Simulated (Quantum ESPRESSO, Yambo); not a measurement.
GaN (zinc blende, space group F-43m, No. 216) under isotropic strain of -0.5 % on all lattice vectors. The PBEsol cell relaxed from Materials Project entry mp-830 was given an isotropic strain of -0.5 % on all lattice vectors, and the atoms were relaxed again. Chain: norm-conserving PBE (stringent potentials; Quantum ESPRESSO, 114 Ry, without SOC); G0W0 in Yambo (6×6×6 Γ-centred k mesh, bands 5 to 146 and a 18 Ry block in the screening, 146 bands in G with the Bruneval-Gonze terminator, plasmon pole fitted at 27.2 eV); BSE (10×10×10 mesh, 3 valence and 1 conduction bands, static screening with 21 bands and a 4 Ry block, scissor 0.98 eV, Tamm-Dancoff).

```json
{
  "PBE gap (dense path)": "1.88 eV",
  "PBE gap Γ → Γ on the GW mesh": "1.88 eV",
  "PBE smallest direct gap on the GW mesh, at Γ": "1.88 eV",
  "G0W0 direct gap at that point": "2.86 eV",
  "G0W0 correction to the gap Γ → Γ": "0.98 eV",
  "lowest_exciton": "no binding energy given (see below)"
}
```

Rough cost of the Yambo steps against G0W0 for 6 states: BSE about 1/20.

Convergence of the G0W0 settings was not tested. The BSE states are vertical excitations (zero momentum). The lowest state covers only about 1 of the 1000 k points, so the mesh doesn't resolve it: its energy and its distance from the direct gap are mesh artefacts. An extended exciton needs a far denser mesh.

Spin-orbit splittings are left out.

This is not the ordinary phase of the substance; no match was found in the copy of COD used, and its stability was not checked.
